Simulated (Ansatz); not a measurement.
Nb$_{6}$Co$_{16}$Si$_{7}$:
```xyz
29
Lattice="0.0000 5.5454 5.5454 5.5454 0.0000 5.5454 5.5454 5.5454 0.0000" Properties=species:S:1:pos:R:3 pbc="T T T"
Nb     5.5454     2.2657     5.5454
Nb     5.5454     8.8252     5.5454
Nb     8.8252     5.5454     5.5454
Nb     2.2657     5.5454     5.5454
Nb     5.5454     5.5454     2.2657
Nb     5.5454     5.5454     8.8252
Co     1.8512     1.8512     1.8512
Co     9.2396     9.2396     9.2396
Co     9.2396     7.3966     7.3966
Co     1.8512     3.6942     3.6942
Co     3.6942     3.6942     1.8512
Co     7.3966     7.3966     9.2396
Co     7.3966     9.2396     7.3966
Co     3.6942     1.8512     3.6942
Co     4.2290     4.2290     4.2290
Co     6.8618     6.8618     6.8618
Co     6.8618     4.2290     4.2290
Co     4.2290     6.8618     6.8618
Co     6.8618     6.8618     4.2290
Co     4.2290     4.2290     6.8618
Co     4.2290     6.8618     4.2290
Co     6.8618     4.2290     6.8618
Si     5.5454     5.5454     5.5454
Si     2.7727     0.0000     2.7727
Si     0.0000     2.7727     2.7727
Si     2.7727     5.5454     2.7727
Si     5.5454     2.7727     2.7727
Si     2.7727     2.7727     0.0000
Si     2.7727     2.7727     5.5454
```

Relaxed with r²SCAN. Special points in fractions of this cell's reciprocal vectors: Γ (0.000, 0.000, 0.000); X (0.500, 0.000, 0.500); U (0.625, 0.250, 0.625); K (0.375, 0.375, 0.750); L (0.500, 0.500, 0.500); W (0.500, 0.250, 0.750).

Problem. List the band energies nearest the Fermi level at these points for r²SCAN (plane waves, PAW; program Ansatz).

Solution. In eV from the Fermi level; about four levels below and three above (degenerate sets whole), none deeper than 8.9 eV; points with the same levels are listed once.

| k | below | above |
|---|---|---|
| Γ | -0.29 -0.29 -0.29 -0.15 -0.15 -0.15 | 0.26 0.38 0.38 0.38 |
| X | -0.30 -0.23 -0.10 -0.10 | 0.03 0.03 0.12 |
| U | -0.23 -0.22 -0.08 0.00 | 0.00 0.16 0.28 |
| L | -0.23 -0.13 -0.01 -0.01 | 0.10 0.10 0.44 0.44 |
| W | -0.35 -0.28 -0.01 0.00 | 0.10 0.10 0.19 |

Space group Fm-3m. The workflow started from a Materials Project entry (that database holds measured and hypothetical structures alike); the Crystallography Open Database copy checked does not list it. Its standing as an ambient phase is unchecked. The r²SCAN relaxation kept the symmetry of its start; its stability against distortions is not shown here. The run is not spin-polarised. Scalar-relativistic: spin–orbit coupling is off unless named, which matters more the heavier the elements.

Potentials: the later of the program's two PAW sets.
